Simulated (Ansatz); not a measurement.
# EuBPd3: input and output

The input, for Ansatz 0.2.0 (plane waves, PAW):

```yaml
crystal:
  lattice:
    - [4.225041, -0.027384, -0.020125]
    - [-0.027384, 4.211634, 0.011074]
    - [-0.020125, 0.011074, 4.198905]
  atoms:
    - { symbol: Eu, position: [0.991717, 0.010422, 0.998206] }
    - { symbol: Pd, position: [0.987607, 0.505824, 0.493289] }
    - { symbol: Pd, position: [0.5194, 0.003441, 0.501466] }
    - { symbol: Pd, position: [0.512199, 0.501373, 0.986519] }
    - { symbol: B, position: [0.495883, 0.510727, 0.470441] }
kpoints:
  mp_grid: { grid: [4, 4, 4], shift: [0.0, 0.0, 0.0] }
magnetization:
  spin_polarized: true
scf:
  occupations: { method: fermi_dirac, width: 0.0504 }
  lower_state_search: "off"
  max_iter: 200
hamiltonian:
  pseudopotentials: { kind: paw }
  xc: r2scan
  hubbard:
    projectors: all-electron-ortho-atomic
    sites:
      - { species: Eu, l: f, u_eff: 2.54 }
      - { species: Pd, l: d, u_eff: 1.86 }
basis:
  ecutwfc: 500
  fft_grid_basis: typed
output:
  forces: true
  stress: true
  eigenvalues: true
  bader: true
  populations: true
  elf: true
  write_potential: true
  volumetric_format: npy
  dos:
    e_range: [-12, 8]
    de: 0.05
    projected: { site_lists: { B: [B], Eu: [Eu], Pd: [Pd] } }
  write_density: true
checkpoint:
  read: saved_state
```

Command:

```sh
ansatz run input.yaml --threads 1 --pin off --max-ram 2560MiB --backend cpu --events-out ev --progress --plain --runs-dir out
```

The saved state is an earlier solution for the same cell, perhaps on another mesh. Magnetic state (reached from a saved solution, and it need not be the lowest): Eu1 up.

Output (shortened):

```
Magnetization: 7.1083 μB (40.5541 up, 33.4459 down)
Absolute magnetization: 7.1967 μB (∫|ρ↑−ρ↓|, with the PAW one-centre terms)
Spin contamination: 0.1181 ħ² per cell (⟨S²⟩ above its minimum at these occupations)
Per-site moments (μB) at R_I (Å): [(6.8036, 1.1851), (-0.0006, 0.8577), (0.0007, 0.8584), (0.0016, 0.8392), (-0.0089, 0.8392)]
Free energy (F): -29894.0465 eV
Harris-Foulkes:  -29894.0465 eV  (|F-HF|=2.34e-8)
Internal energy: -29894.0012 eV  (E = F + TS)
E sigma→0 (E₀):  -29894.0239 eV
Entropy (-TS):   -0.0453 eV (-9.065 meV/atom)
Fermi energy:    18.6724 eV
--- Per-component energies (eV) ---
  E_band       = -446.7453
  E_kinetic    = 1962.2643
  E_local      = -7453.9665  (includes V_loc(G=0)·N_el)
  E_nonlocal   = 1137.8723
  E_hartree    = 3058.6569
  E_xc         = -689.0913
  E_vxc        = -974.3342  (∫ρ·V_xc dr)
  E_hubbard    = 1.9595  (on-site DFT+U / exact-exchange correction)
  E_vhub       = -30.8150  (the Hubbard potential's part of the band-sum identity)
  E_paw        = -17807.1282  (= ΣΔE_a)
  E_vpaw       = -1272.8692  (= ΣTr[D̂ρ^β])
  E_aug_tail   = 0.0003  (compensation charges beyond the density's cutoff)
  E_vtau       = 67.7881  (kinetic-family band-sum trace: ∫τ·v_τ [+ j·A + Jᵃ·Aᵃ] dr)
  E_ewald      = -10103.4747
  E_core_change = -1.0940  (= ΣΔE_core)
  E_smearing   = -0.0453  (= −TS)
--- Forces (eV/Å), atoms counted from 1 ---
  atom   1  Eu     0.8464    -0.1947     0.0165
  atom   2  Pd     0.7540     0.0546     0.1325
  atom   3  Pd    -0.6523     0.2667    -0.0863
  atom   4  Pd    -0.4386     0.1168    -0.5842
  atom   5  B     -0.5094    -0.2434     0.5214
--- Stress (GPa, compression-positive) ---
       16.4740      -0.5786      -0.5039
       -0.5786      16.3787       0.5301
       -0.5039       0.5301      17.1968
  P = ⅓ Tr σ = 16.6832 GPa (166.832 kbar)
--- Löwdin populations: 5 sites ---
  site symbol       q [e]    m [muB]
     0     Eu     17.6607     7.0683
     1     Pd     17.2563     0.0023
     2     Pd     17.2559     0.0032
     3     Pd     17.2494     0.0044
     4      B      4.2149    -0.0023
  spilling = 0.0049 (of n_electrons = 74.0000)
--- Bader charges: 5 sites ---
  site symbol  charge [e]  shift [e]    m [muB]
     0     Eu      1.3080     0.0000     6.9147
     1     Pd     -0.4563     0.0066     0.0680
     2     Pd     -0.4540     0.0067     0.0669
     3     Pd     -0.4674     0.0071     0.0695
     4      B      0.0697     0.0204    -0.0112
```

Origin: a strained cell with displaced atoms, so it need not be a known compound. Caveats: the k mesh is coarse if the cell is a metal; atoms or cell far from equilibrium.

Cost: 2.5 min on 1 thread of Arm Neoverse V1, on a shared host, peak memory 0.71 GiB (start from a saved density).
